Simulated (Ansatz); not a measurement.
Here is an unrelaxed guess for Si₂N.

```xyz
3
Lattice="1.9964 -2.7230 0.0000 1.9964 2.7230 0.0000 0.0000 0.0000 3.3381" Properties=species:S:1:pos:R:3 pbc="T T T"
Si    1.9964    2.1616    1.6690
Si    1.9964   -2.1616    1.6690
N     1.9964    0.0000    0.0000
```

Computed with DFT PBE, scalar-relativistic, plane waves, PAW in Ansatz. Settings: cutoff 420 eV, Γ-centred mesh 6×6×6 on the computed 3-atom cell, Gaussian smearing of 0.10 eV; no spin polarisation.

Energies over the elements count from the elements' standard structures at the same level (N₂ as a molecule), with no fitted energy shifts.

Task: Estimate its pressure, forces and energy as it stands.

Result: The pressure is 207.7 GPa (the mean over three directions, positive in compression), the largest force is 128.65 eV/Å, and the energy is +15.32 eV/atom against the elements. The shortest distance is 1.12 Å, so close that the PAW spheres overlap strongly and these values are rough.

Task: How much does it gain on relaxing, and where does it end?

Result: Relaxing gains about 15.2 eV/atom (the start's value is from the coarse mesh, so the gain is rough) in 36 ionic steps and ends at +0.10 eV/atom on the finer mesh. The symmetry stays Cmmm (No. 65). The volume per atom grows by 15.2 %, from 12.1 to 13.9 Å³. The shortest distance goes from 1.12 Å (Si–Si) to 1.87 Å (Si–N). Conventional cell: a = 4.296 Å, b = 7.429 Å, c = 2.620 Å. Around Si lie 2 N at 1.87 Å and 2 Si at 2.39 Å; N has 4 Si at 1.87 Å.

The last run used a 12×12×18 mesh (in the run's order of axes) for its 3-atom cell and Gaussian smearing of 0.10 eV. An odd number of electrons in the primitive cell allows no gap without spin; a larger cell or a magnetic state could open one. The relaxation can't lower the symmetry of the start. A structure relaxed within its symmetry needn't be a true minimum. Another cell of Si2N relaxed alike, in P2/m, lies 178 meV/atom lower, so this cell isn't the stable form at this level.
